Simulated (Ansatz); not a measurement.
This run works on a proposed trial structure, not on a known crystal.

Input and command of a plane-wave DFT calculation in Ansatz:

```yaml
crystal:
  lattice:
    - [-3.2955681714, 3.2955681714, 6.0650531557]
    - [3.2955681714, -3.2955681714, 6.0650531557]
    - [3.2955681714, 3.2955681714, -6.0650531557]
  atoms:
    - { symbol: Ti, position: [0.0212885279, 0.1938750875, 0.5], spin: 1.0 }
    - { symbol: Ti, position: [0.9787114721, 0.8061249125, 0.5], spin: 1.0 }
    - { symbol: Ti, position: [0.3061249125, 0.4787114721, 0.5], spin: 1.0 }
    - { symbol: Ti, position: [0.6938750875, 0.5212885279, 0.5], spin: 1.0 }
    - { symbol: Ti, position: [0.1938750875, 0.6938750875, 0.1725865595], spin: 1.0 }
    - { symbol: Ti, position: [0.8061249125, 0.3061249125, 0.8274134405], spin: 1.0 }
    - { symbol: Ti, position: [0.4787114721, 0.9787114721, 0.1725865595], spin: 1.0 }
    - { symbol: Ti, position: [0.5212885279, 0.0212885279, 0.8274134405], spin: 1.0 }
    - { symbol: Ti, position: [0.5, 0.5, 0.0], spin: 1.0 }
    - { symbol: Ti, position: [0.0, 0.0, 0.0], spin: 1.0 }
    - { symbol: Si, position: [0.868358448, 0.368358448, 0.2367168961] }
    - { symbol: Si, position: [0.131641552, 0.631641552, 0.7632831039] }
    - { symbol: Si, position: [0.368358448, 0.131641552, 0.5] }
    - { symbol: Si, position: [0.631641552, 0.868358448, 0.5] }
    - { symbol: Te, position: [0.75, 0.75, 0.0] }
    - { symbol: Te, position: [0.25, 0.25, 0.0] }
basis:
  ecutwfc: 420
kpoints:
  mp_grid: { grid: [4, 4, 4] }
hamiltonian:
  xc: pbe
scf:
  occupations: { method: gaussian, width: 0.1 }
  lower_state_search: "off"
output:
  forces: true
  stress: true
  eigenvalues: true
  populations: true
magnetization:
  spin_polarized: true
```

```bash
ansatz run input.yaml --threads 1 --pin off --max-ram 2560MiB --backend cpu --events-out ev --progress --plain --runs-dir out
```

Processor: Arm Neoverse V2, 1 thread, on a host shared with other jobs.

**Question.** Estimate time, memory and problem size.

**Answer.** About 2.5 min, peak memory 1 GiB. It solves 107 bands at 13 k points (after reduction by symmetry) with about 5141 plane waves, in 18 SCF iterations.
